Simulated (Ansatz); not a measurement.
## A trial form of NaMg₂Si₂

These are results of DFT PBE, scalar-relativistic, plane waves, PAW (Ansatz 0.2.0), not measurements. Cutoff 420 eV, Gaussian smearing, Γ-centred meshes. Cell and atoms relax first on a coarse mesh and then on a finer one. In between, the cell is made exact in the group found at 0.06 Å. In metals the finer mesh still leaves noise of several meV/atom or more. The steps can't lower the symmetry of their start. No spin polarisation.

A trial structure of NaMg₂Si₂ was built thus: random cell by space group and Wyckoff sites (P4/mmm, No. 123). Lengths were set from tabulated atomic sizes, so they are only a guess.

```cif
data_structure
_symmetry_space_group_name_H-M 'P4/mmm'
_symmetry_Int_Tables_number 123
_cell_length_a 3.6297
_cell_length_b 3.6297
_cell_length_c 6.6593
_cell_angle_alpha 90.000
_cell_angle_beta 90.000
_cell_angle_gamma 90.000
_cell_volume 87.74
loop_
_atom_site_label
_atom_site_type_symbol
_atom_site_symmetry_multiplicity
_atom_site_Wyckoff_symbol
_atom_site_fract_x
_atom_site_fract_y
_atom_site_fract_z
_atom_site_occupancy
Na1 Na 1 b 0.00000 0.00000 0.50000 1
Mg1 Mg 2 g 0.00000 0.00000 0.83056 1
Si1 Si 2 h 0.50000 0.50000 0.86492 1
```

Formation energies are uncorrected and refer to the elements' standard structures at the same level.

Question: Where does the relaxation end?

Answer: The symmetry stays P4/mmm (No. 123). The volume per atom grows by 62.0 %, from 17.5 to 28.4 Å³. The shortest distance goes from 1.80 Å (Si–Si) to 2.35 Å (Si–Si). The ratio c/a of the conventional cell changes by a factor of 1.41. The energy falls by about 1.1 eV/atom (the start's value is from the coarse mesh). Conventional cell: a = 3.804 Å, c = 9.826 Å. Na has 2 Mg at 3.37 Å and 4 Na at 3.80 Å; Mg is surrounded by 4 Si at 2.71 Å, 1 Mg at 3.08 Å and 1 Na at 3.37 Å; Si has 1 Si at 2.35 Å and 4 Mg at 2.71 Å.

```
Na Mg Si
1.0
     3.80363    0.00000    0.00000
     0.00000    3.80363    0.00000
     0.00000    0.00000    9.82573
Na Mg Si
1 2 2
Direct
  0.00000 0.00000 0.50000
  0.00000 0.00000 0.84322
  0.00000 0.00000 0.15678
  0.50000 0.50000 0.88058
  0.50000 0.50000 0.11942
```

Question: How does it come out in energy, and is it a metal?

Answer: The formation energy is +0.34 eV/atom. The gap on the 10×10×4 mesh of the 5-atom cell is 0 eV (a metal).

It can't be a ground state, since the elements alone are lower.

The last run used Gaussian smearing of 0.10 eV. The cell is a metal run without spin; a magnetic state may lie lower. Symmetry constrained the relaxation, so the result can be a saddle point. Another cell of NaMg2Si2 relaxed alike, in P-3m1, lies 136 meV/atom lower, so this cell isn't the stable form at this level.
